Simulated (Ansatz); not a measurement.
Cr (bcc, W type) is sheared across one {211} plane: the third cell vector gains the shift, so faults repeat every 6.9 Å. The cut lies between planes 1.16 Å apart; the cell height is held.

```xyz
6
Lattice="2.4503 0.0000 0.0000 0.0000 4.0013 0.0000 0.0000 0.0000 6.9304" Properties=species:S:1:pos:R:3 pbc="T T T"
Cr     0.0000     0.0000     6.3529
Cr     1.6335     2.0006     0.5775
Cr     0.8168     0.0000     1.7326
Cr     0.0000     2.0006     2.8877
Cr     1.6335     0.0000     4.0427
Cr     0.8168     2.0006     5.1978
```

In-plane vectors a = (2.450, 0.000) Å, b = (0.000, 4.001) Å, area 9.80 Å². The shift is s times the vector a (length 2.450 Å), so s = 1 restores the start. The shift is rigid: no atom relaxes. γ = [E(shift) − E(0)] / area.

Method: r2SCAN (plane waves to 500 eV, PAW, scalar-relativistic; Ansatz, a quantum-chemistry and plane-wave program). k mesh 16×10×6 (Γ-centred), Fermi-Dirac smearing 0.05 eV. Energies are extrapolated to zero smearing. With partly filled bands, the k mesh leaves noise in γ, roughly 0.02 J/m² as judged from a few cases. Faults lie only 6.9 Å apart, and holding the cell height and the atoms raises γ above its relaxed value. Cr is run without spin polarisation. Cr was relaxed with its symmetry unable to fall. Real Cr orders magnetically; this run has no moments, which shifts volume and moduli. γ is measured from zero shift. The last digit holds for this mesh only.

```tsv
s	γ (J/m²)
0.000	0.00
0.083	withheld
0.167	0.82
0.250	1.53
0.333	1.99
0.417	2.14
0.500	2.06
0.583	1.93
0.667	1.74
0.750	1.35
0.833	0.77
0.917	withheld
```

Task: Fit a Fourier form (three harmonics of 1 − cos and sin) to the given rows and predict γ at s = 0.917.

Result: Least squares on the 10 given rows: γ = (1.043)·[1 − cos(2πs)] + (0.090)·sin(2πs) + (0.203)·[1 − cos(4πs)] + (-0.060)·sin(4πs) + (-0.014)·[1 − cos(6πs)], in J/m²; root-mean-square residual 0.005 J/m². At 0.917 the fit gives 0.23 J/m²; the calculation gives 0.23 J/m², the same to the digits shown. 

(The slope of γ gives the shear force per area between the displaced halves; near zero shift its curvature is an elastic stiffness.)
